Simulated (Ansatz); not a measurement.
Starting cell, GaP (zinc blende):

```
CELL_PARAMETERS angstrom
      0.00000     5.45173     5.45173
      2.72587     0.00000     2.72587
      2.72587     2.72587     0.00000
ATOMIC_POSITIONS crystal
  P  0.37500 0.75000 0.75000
  P  0.87500 0.75000 0.75000
  Ga 0.00000 0.00000 0.00000
  Ga 0.50000 0.00000 0.00000
```

The atoms are displaced by Q × the pattern below (from a DFPT mode at L = (0.5, 0.0, 0.0), largest move 1; Q in Å), at fixed cell. It is one choice among 2 degenerate patterns. (q is in reciprocal vectors of the primitive cell; the cell shown is doubled to hold the pattern.)

```json
[
 {"atom": "P1", "x": "0.285", "y": "-0.520", "z": "0.805"},
 {"atom": "P2", "x": "-0.285", "y": "0.520", "z": "-0.805"},
 {"atom": "Ga3", "x": "0.112", "y": "-0.204", "z": "0.315"},
 {"atom": "Ga4", "x": "-0.112", "y": "0.204", "z": "-0.315"}
]
```

These are r2SCAN (plane waves to 500 eV, PAW, scalar-relativistic; Ansatz, a first-principles code) values and carry that method's errors. k mesh 5×10×10 (Γ-centred), Fermi-Dirac smearing 0.05 eV. The energy includes the smearing's −TS. GaP was relaxed with its symmetry unable to fall. The PAW data are Ansatz's earlier set. ΔE is measured from the undisplaced structure.

```
Q (Å)    ΔE (meV/cell)
-------  -------------
-0.1000          197.0
-0.0833          136.6
-0.0667       withheld
-0.0500           49.1
-0.0333           21.8
-0.0167            5.5
0.0000             0.0
0.0167             5.5
0.0333            21.8
0.0500            49.1
0.0667        withheld
0.0833           136.6
0.1000           197.0
```

**Question.** Fit an even polynomial form (powers 2, 4) to the given rows and predict ΔE at Q = 0.0667.

**Answer.** Least squares on the 11 given rows: ΔE = (19640)·Q² + (6050)·Q⁴, in meV/cell with Q in Å; root-mean-square residual 0.02 meV/cell. At 0.0667 the fit gives 87.5 meV/cell; the calculation gives 87.4 meV/cell, so the interpolation is off by 0.1 (+0.1 %). The quadratic term alone would give 87.4 meV/cell.

(For displaced atoms, the force is minus the slope of the energy, and its curvature is a force constant, which sets phonon frequencies.)
